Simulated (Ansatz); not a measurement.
The elements of this relaxed trial crystal are hidden behind letters.

```
lattice vectors (Å)
  -3.2088    3.2088    3.2088
   3.2088   -3.2088    3.2088
   3.2088    3.2088   -3.2088
fractional positions
X 0.0000 0.0000 0.5000
X 0.0000 0.5000 0.0000
X 0.5000 0.0000 0.0000
X 0.5000 0.5000 0.5000
Z 0.0000 0.0000 0.0000
```

All numbers below come from DFT PBE, scalar-relativistic, plane waves, PAW in Ansatz. Cutoff 420 eV, Γ-centred 8×8×8 mesh (5-atom cell), Gaussian smearing of 0.10 eV, no spin polarisation.

| Property | Result |
| --- | --- |
| Space group | Im-3m (No. 229) |
| Conventional cell | a = 6.418 Å |
| Volume per atom | 26.43 Å³ |
| Density | 1.79 g/cm³ |
| Formation energy | +0.06 eV/atom |
| Gap on the 8×8×8 mesh of the 5-atom cell | 0 eV (a metal) |

Energies are uncorrected and count from the elements' standard states at the same level.

Problem. X is an s-block element of period 2 and Z is a p-block element of period 5. Which elements are they?

Solution. X = Li, Z = In, so the formula is Li4In. Density times volume gives a mean mass of 1.79 × 26.43/1.6605 = 28.5 u per atom, and this set has 28.5 u. Among the elements that the hints allow, noble gases aside, only these give it. Li is surrounded by 2 In at 2.78 Å and 6 Li at 3.21 Å; In has 8 Li at 2.78 Å.

The cell is a metal run without spin; a magnetic state may lie lower. A structure relaxed within its symmetry needn't be a true minimum.
